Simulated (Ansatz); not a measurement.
InHg in space group R-3m (No. 166; In on 3b, Hg on 3a), PBE in the plane-wave PAW code Ansatz, all energies at zero smearing, with the estimated change up to a 700 eV cutoff added, with one set of potentials and settings (totals compare only within such a set). Cell of 2 atoms (1 In, 1 Hg): -19411.324 eV.

| element | reference phase | E (eV/atom) |
|---|---|---|
| In | I4/mmm, 1 atoms in the cell | -5597.8481 |
| Hg | P6_3/mmc, 2 atoms in the cell | -13813.4607 |

Formation energy per atom, worked out: (-19411.324 − 1×(-5597.8481) − 1×(-13813.4607))/2 = -0.008 eV/atom (-1 kJ per mol of atoms), at 0 K, without zero-point energy or fitted corrections.

The workflow started from a Materials Project entry (that database holds measured and hypothetical structures alike); the Crystallography Open Database files this formula in space group No. 166, but the cells were not matched. Whether it is the stable phase at ambient conditions was not checked. The cell was relaxed with PBE under the symmetry of its start; of distortions, only those at the zone centre were tested. The references are the lowest solids computed at this level, not always the standard phases. Spin–orbit coupling is left out wherever it is not named.

Potentials: the later of the program's two PAW sets.
